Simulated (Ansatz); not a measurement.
GaN:
```cif
data_GaN
_chemical_formula_sum 'N1 Ga1'
_space_group_name_H-M_alt 'P 1'
_space_group_IT_number 1
_cell_length_a 3.15043
_cell_length_b 3.15043
_cell_length_c 3.15043
_cell_angle_alpha 60.000
_cell_angle_beta 60.000
_cell_angle_gamma 60.000
loop_
_space_group_symop_operation_xyz
  'x, y, z'
loop_
_atom_site_label
_atom_site_type_symbol
_atom_site_fract_x
_atom_site_fract_y
_atom_site_fract_z
_atom_site_occupancy
N1 N 0.75000 0.75000 0.75000 1
Ga1 Ga 0.00000 0.00000 0.00000 1
```

Relaxed with LDA.

Question: Which orbitals make up the states near the band edges in plane-wave PAW LDA (Ansatz code)?

Answer: Top 1 eV of the valence band: N 2p 88 %, Ga 4p 7 %. Bottom 1 eV of the conduction band: N 2s 40 %, Ga 4s 33 %, N 2p 16 %, Ga 4p 8 %. Projections are on Löwdin-orthogonalised atomic valence shells; empty p or d shells of many metals are not among them.

Question: Tabulate the density of states.

Answer: States/eV per cell of 2 atoms, in 0.25 eV bins, energy from the valence-band maximum.

```tsv
E (eV)	total	N 2p	Ga 4p	Ga 4s
-7.85	0.00	0.00	0.00	0.00
-7.60	0.00	0.00	0.00	0.00
-7.35	0.02	0.01	0.00	0.01
-7.10	0.20	0.10	0.04	0.05
-6.85	0.34	0.18	0.07	0.08
-6.60	0.48	0.25	0.09	0.12
-6.35	0.77	0.41	0.11	0.21
-6.10	2.02	1.10	0.16	0.66
-5.85	0.93	0.49	0.09	0.26
-5.60	0.55	0.29	0.06	0.13
-5.35	0.42	0.22	0.04	0.09
-5.10	0.35	0.18	0.04	0.07
-4.85	0.28	0.15	0.03	0.05
-4.60	0.27	0.14	0.03	0.04
-4.35	0.54	0.32	0.12	0.04
-4.10	0.87	0.54	0.21	0.06
-3.85	0.84	0.53	0.19	0.06
-3.60	0.81	0.52	0.17	0.06
-3.35	0.88	0.59	0.19	0.05
-3.10	0.99	0.68	0.21	0.05
-2.85	1.23	0.88	0.25	0.05
-2.60	1.30	0.95	0.25	0.04
-2.35	1.28	0.95	0.23	0.04
-2.10	1.29	0.98	0.22	0.03
-1.85	1.29	1.01	0.20	0.03
-1.60	1.30	1.04	0.18	0.02
-1.35	1.33	1.09	0.17	0.02
-1.10	1.30	1.10	0.14	0.01
-0.85	0.88	0.75	0.08	0.01
-0.60	0.63	0.56	0.04	0.00
-0.35	0.44	0.39	0.02	0.00
-0.10	0.17	0.16	0.01	0.00
0.15	0.00	0.00	0.00	0.00
0.40	0.00	0.00	0.00	0.00
0.65	0.00	0.00	0.00	0.00
0.90	0.00	0.00	0.00	0.00
1.15	0.00	0.00	0.00	0.00
1.40	0.00	0.00	0.00	0.00
1.65	0.00	0.00	0.00	0.00
1.90	0.00	0.00	0.00	0.00
2.15	0.00	0.00	0.00	0.00
2.40	0.01	0.00	0.00	0.00
2.65	0.02	0.00	0.00	0.01
2.90	0.03	0.01	0.00	0.01
3.15	0.04	0.01	0.01	0.01
3.40	0.09	0.01	0.03	0.01
3.65	0.16	0.02	0.07	0.02
3.90	0.23	0.03	0.10	0.02
4.15	0.31	0.05	0.13	0.03
4.40	0.42	0.07	0.17	0.04
4.65	0.60	0.10	0.24	0.06
4.90	0.79	0.13	0.30	0.11
5.15	0.83	0.14	0.32	0.12
5.40	0.86	0.15	0.33	0.13
5.65	0.85	0.16	0.33	0.13
5.90	0.83	0.17	0.34	0.12
6.15	0.85	0.19	0.37	0.11
6.40	0.68	0.15	0.29	0.09
6.65	0.38	0.08	0.15	0.07
```

Space group F-43m (zinc blende). The LDA relaxation kept the symmetry of its start; phonons on a q-mesh show no instability. Scalar-relativistic: spin–orbit coupling is off unless named, which matters more the heavier the elements.

Potentials: the later of the program's two PAW sets.
